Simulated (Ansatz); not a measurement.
TiNb:
```xyz
2
Lattice="1.6324 -2.3017 0.0000 1.6324 2.3017 0.0000 0.0000 0.0000 4.6579" Properties=species:S:1:pos:R:3 pbc="T T T"
Ti     1.6324     0.0000     2.3290
Nb     0.0000     0.0000     0.0000
```

Relaxed with r²SCAN. Special points in fractions of this cell's reciprocal vectors: Γ (0.000, 0.000, 0.000); Y (-0.500, 0.500, 0.000); C0 (-0.376, 0.624, 0.000); Σ0 (0.376, 0.376, 0.000); Z (0.000, 0.000, 0.500); A0 (0.376, 0.376, 0.500); E0 (-0.376, 0.624, 0.500); T (-0.500, 0.500, 0.500); S (0.000, 0.500, 0.000); R (0.000, 0.500, 0.500).

Problem. List the band energies nearest the Fermi level at these points for the program Ansatz at the r²SCAN level (PAW).

Solution. In eV from the Fermi level; about four levels below and three above (degenerate sets whole), none deeper than 8.9 eV; points with the same levels are listed once.

| k | below | above |
|---|---|---|
| Γ | -6.36 -3.37 -1.23 | 0.83 0.83 0.92 |
| Y | -3.73 -3.17 -2.75 -0.97 | 1.63 3.10 3.60 |
| C0 | -2.61 -2.48 -2.14 -1.22 | 0.38 2.88 3.06 |
| Z | -4.50 -4.16 -0.82 -0.34 | 0.26 0.51 2.51 |
| A0 | -1.25 -0.81 -0.76 -0.48 | 3.29 3.32 3.81 |
| T | -3.09 -2.22 -1.65 -0.89 | 0.91 1.29 1.86 |
| S | -1.79 -1.62 -0.90 -0.49 | 0.27 2.66 3.31 |
| R | -3.55 -3.24 -1.31 -0.64 | 1.19 2.09 2.97 |

Space group Cmmm. The workflow started from a Materials Project entry (that database holds measured and hypothetical structures alike); the Crystallography Open Database copy checked does not list it. With Ti and Nb taken as one species the cell has the higher symmetry Im-3m, so it may be an ordered model of a mixed-site phase. Whether it is the stable phase at ambient conditions was not checked. Symmetry was held in the r²SCAN relaxation; whether a distortion lowers the energy is not shown. The run is not spin-polarised. Scalar-relativistic: spin–orbit coupling is off unless named, which matters more the heavier the elements.

Potentials: the later of the program's two PAW sets.
